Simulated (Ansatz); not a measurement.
Input:

Relaxed SnSe₂ (CdI2 type):

```
CELL_PARAMETERS angstrom
      7.58729     0.00000     0.00000
     -1.89682     3.28539     0.00000
      0.00000     0.00000     5.74380
ATOMIC_POSITIONS crystal
  Sn 0.00000 0.00000 0.00000
  Sn 0.50000 0.00000 0.00000
  Se 0.16667 0.66667 0.27602
  Se 0.66667 0.66667 0.27602
  Se 0.33333 0.33333 0.72398
  Se 0.83333 0.33333 0.72398
```

Scan: atom 4 (Se, nearest neighbour Sn at 2.704 Å; its periodic images, 3.8 Å or more away, move with it) is displaced along Cartesian x, direction (1.000, 0.000, 0.000) in Cartesian axes, by s. The other atoms stay.

All values below come from PBEsol-D3(BJ) (plane waves to 420 eV, PAW, scalar-relativistic; Ansatz, an electronic-structure program). k mesh 4×8×5 (Γ-centred), Fermi-Dirac smearing 0.05 eV. The energy includes the smearing's −TS. With partly filled bands, energies and forces of such displacements shift with the k mesh and the smearing. At this level the bands of SnSe2 touch or barely overlap; measurements give the solid a gap. SnSe2 was relaxed with its symmetry unable to fall. ΔE is measured from the undisplaced structure.

The scan covers s from -0.270 to 0.270 Å in 11 points.

Q: Is this a single well or a double well?

A: A single well with its minimum at or next to zero displacement.

Q: What is the force constant k = d²E/ds² of this move at s = 0?

A: 5.21 eV/Å².

(A displaced cell: forces are minus the slopes of the energy, force constants its curvatures, and phonons follow from these.)
